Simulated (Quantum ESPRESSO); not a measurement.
## Si6NB (input and log of a self-consistent run)

A calculation, not a measurement. The program is pw.x of Quantum ESPRESSO 7.5 (plane-wave density functional theory). The cell is made up: 8 atoms on a zincblende/diamond lattice, with randomly drawn elements, strain and displacements, not relaxed. PseudoDojo standard norm-conserving files (v0.5 for PBE, v0.4.1 for LDA and PBEsol) set the functional; there is no spin polarisation, spin-orbit coupling or dispersion term, and the masses in the input are unused placeholders.

Input:

```
&control calculation='scf', pseudo_dir='./dojo.nc.sr.pbe.v0_5.standard.upf', outdir='./o', disk_io='low', tprnfor=.true., tstress=.true. /
&system ibrav=0, nat=8, ntyp=3, nbnd=26, ecutwfc=84.00895049, nosym=.true., tot_charge=0,
 occupations='smearing', smearing='fd', degauss=0.0073498644
/
&electrons conv_thr=7.350e-09, electron_maxstep=60, /
ATOMIC_SPECIES
B 1.0 B.upf
N 1.0 N.upf
Si 1.0 Si.upf
CELL_PARAMETERS angstrom
5.5249 -0.0008 -0.0438
-0.0008 5.5001 0.0509
-0.0438 0.0509 5.5311
ATOMIC_POSITIONS angstrom
Si 0.0611 -0.0521 -0.0028
Si 0.0011 2.765 2.7782
N 2.7845 0.0289 2.8039
Si 2.5933 2.6897 -0.0064
B 1.3249 1.3628 1.346
Si 1.4441 4.1207 4.1086
Si 4.1368 1.3832 4.145
Si 4.088 4.0823 1.3948
K_POINTS automatic
6 6 6 1 1 1
```

The log is shortened where brackets say so; the opening notice, blank lines, dates and the lines on written files are dropped, and the path of the files is cut. It prints rydbergs, bohrs and kilobars, and counts compression as positive stress.

```
     Program PWSCF v.7.5
     Parallel version (MPI & OpenMP), running on       4 processor cores
     Number of MPI processes:                 4
     Threads/MPI process:                     1
     [start-up lines left out]
     bravais-lattice index     =            0
     lattice parameter (alat)  =      10.4409  a.u.
     unit-cell volume          =    1134.0674 (a.u.)^3
     number of atoms/cell      =            8
     number of atomic types    =            3
     number of electrons       =        32.00
     number of Kohn-Sham states=           26
     kinetic-energy cutoff     =      84.0090  Ry
     charge density cutoff     =     336.0358  Ry
     scf convergence threshold =      7.3E-09
     mixing beta               =       0.7000
     number of iterations used =            8  plain     mixing
     Exchange-correlation= PBE
                           (   1   4   3   4   0   0   0)
     [axes and pseudopotential details left out]
   Cartesian axes
     site n.     atom                  positions (alat units)
         1        Si     tau(   1) = (   0.0110587  -0.0094297  -0.0005068  )
         2        Si     tau(   2) = (   0.0001991   0.5004458   0.5028349  )
         3        N      tau(   3) = (   0.5039752   0.0052307   0.5074864  )
         4        Si     tau(   4) = (   0.4693693   0.4868170  -0.0011584  )
         5        B      tau(   5) = (   0.2397977   0.2466573   0.2436167  )
         6        Si     tau(   6) = (   0.2613721   0.7458181   0.7436281  )
         7        Si     tau(   7) = (   0.7487321   0.2503496   0.7502162  )
         8        Si     tau(   8) = (   0.7398996   0.7388680   0.2524491  )
     number of k points=   108  Fermi-Dirac smearing, width (Ry)=  0.0073
     Number of k-points >= 100: set verbosity='high' to print them.
     Dense  grid:   117997 G-vectors     FFT dimensions: (  64,  64,  64)
     Estimated max dynamical RAM per process >     293.96 MB
     Estimated total dynamical RAM >       1.06 GB
     Initial potential from superposition of free atoms
     starting charge      31.9961, renormalised to      32.0000
     Starting wfcs are   32 randomized atomic wfcs
     total cpu time spent up to now is        6.6 secs
     per-process dynamical memory:   248.0 Mb
     Self-consistent Calculation
     iteration #  1     ecut=    84.01 Ry     beta= 0.70
     Davidson diagonalization with overlap
     ethr =  1.00E-02,  avg # of iterations =  3.2
     total cpu time spent up to now is       21.9 secs
     total energy              =     -76.78263164 Ry
     estimated scf accuracy    <       0.49388167 Ry
     iteration #  2     ecut=    84.01 Ry     beta= 0.70
     Davidson diagonalization with overlap
     ethr =  1.54E-03,  avg # of iterations =  4.4
     total cpu time spent up to now is       35.0 secs
     total energy              =     -76.57420023 Ry
     estimated scf accuracy    <       2.94964126 Ry
     iteration #  3     ecut=    84.01 Ry     beta= 0.70
     Davidson diagonalization with overlap
     ethr =  1.54E-03,  avg # of iterations =  2.9
     total cpu time spent up to now is       47.0 secs
     total energy              =     -76.98396997 Ry
     estimated scf accuracy    <       0.07052090 Ry
     iteration #  4     ecut=    84.01 Ry     beta= 0.70
     Davidson diagonalization with overlap
     ethr =  2.20E-04,  avg # of iterations =  3.0
     total cpu time spent up to now is       59.0 secs
     total energy              =     -76.99729784 Ry
     estimated scf accuracy    <       0.03162726 Ry
     iteration #  5     ecut=    84.01 Ry     beta= 0.70
     Davidson diagonalization with overlap
     ethr =  9.88E-05,  avg # of iterations =  3.2
     total cpu time spent up to now is       70.4 secs
     total energy              =     -77.00312996 Ry
     estimated scf accuracy    <       0.00351142 Ry
     iteration #  6     ecut=    84.01 Ry     beta= 0.70
     Davidson diagonalization with overlap
     c_bands:  1 eigenvalues not converged
     ethr =  1.10E-05,  avg # of iterations =  7.8
     total cpu time spent up to now is       85.4 secs
     total energy              =     -77.00365868 Ry
     estimated scf accuracy    <       0.00021843 Ry
     iteration #  7     ecut=    84.01 Ry     beta= 0.70
     Davidson diagonalization with overlap
     ethr =  6.83E-07,  avg # of iterations =  3.8
     total cpu time spent up to now is       98.1 secs
     total energy              =     -77.00370370 Ry
     estimated scf accuracy    <       0.00000787 Ry
     iteration #  8     ecut=    84.01 Ry     beta= 0.70
     Davidson diagonalization with overlap
     ethr =  2.46E-08,  avg # of iterations =  3.4
     total cpu time spent up to now is      111.4 secs
     total energy              =     -77.00370693 Ry
     estimated scf accuracy    <       0.00000275 Ry
     iteration #  9     ecut=    84.01 Ry     beta= 0.70
     Davidson diagonalization with overlap
     ethr =  8.59E-09,  avg # of iterations =  2.0
     total cpu time spent up to now is      122.6 secs
     total energy              =     -77.00370736 Ry
     estimated scf accuracy    <       0.00000035 Ry
     iteration # 10     ecut=    84.01 Ry     beta= 0.70
     Davidson diagonalization with overlap
     ethr =  1.09E-09,  avg # of iterations =  2.0
     total cpu time spent up to now is      134.3 secs
     total energy              =     -77.00370742 Ry
     estimated scf accuracy    <       0.00000003 Ry
     iteration # 11     ecut=    84.01 Ry     beta= 0.70
     Davidson diagonalization with overlap
     ethr =  7.96E-11,  avg # of iterations =  3.6
     total cpu time spent up to now is      146.7 secs
     End of self-consistent calculation
     Number of k-points >= 100: set verbosity='high' to print the bands.
     the Fermi energy is     4.0275 ev
!    total energy              =     -77.00370743 Ry
     estimated scf accuracy    <          4.1E-09 Ry
     smearing contrib. (-TS)   =      -0.00301718 Ry
     internal energy E=F+TS    =     -77.00069025 Ry
     The total energy is F=E-TS. E is the sum of the following terms:
     one-electron contribution =       4.91936190 Ry
     hartree contribution      =      10.51931523 Ry
     xc contribution           =     -25.86017349 Ry
     ewald contribution        =     -66.57919390 Ry
     convergence has been achieved in  11 iterations
     Forces acting on atoms (cartesian axes, Ry/au):
     atom    1 type  3   force =     0.02902560    0.02606526    0.04150538
     atom    2 type  3   force =     0.03112874   -0.04825632   -0.03903552
     atom    3 type  2   force =     0.00356762   -0.02070445    0.00665987
     atom    4 type  3   force =     0.02978017   -0.06042746    0.06434582
     atom    5 type  1   force =    -0.02240590    0.01601362   -0.01682051
     atom    6 type  3   force =     0.00152193    0.07933196   -0.04424331
     atom    7 type  3   force =    -0.04627260   -0.02780019   -0.02600320
     atom    8 type  3   force =    -0.02634556    0.03577757    0.01359146
     Total force =     0.179650     Total SCF correction =     0.000055
     Computing stress (Cartesian axis) and pressure
          total   stress  (Ry/bohr**3)                   (kbar)     P=     -139.84
  -0.00095634  -0.00019784   0.00023566         -140.68      -29.10       34.67
  -0.00019784  -0.00094370  -0.00026687          -29.10     -138.82      -39.26
   0.00023566  -0.00026687  -0.00095171           34.67      -39.26     -140.00
     init_run     :      6.28s CPU      6.60s WALL (       1 calls)
     electrons    :    139.03s CPU    140.10s WALL (       1 calls)
     forces       :      2.02s CPU      2.05s WALL (       1 calls)
     stress       :      7.64s CPU      7.64s WALL (       1 calls)
     [timing details left out]
     PWSCF        :   2m35.13s CPU   2m36.66s WALL
     JOB DONE.
```

In other units: free energy -1047.689 eV for the cell, pressure -13.98 GPa, largest force component 2.040 eV/Å. A rerun of a related cell, with the same atoms placed differently, at 1437 eV and a 8 x 8 x 8 mesh moved values by no more than 0.006 eV in energy, 0.03 GPa in stress and 0.006 eV/Å in force.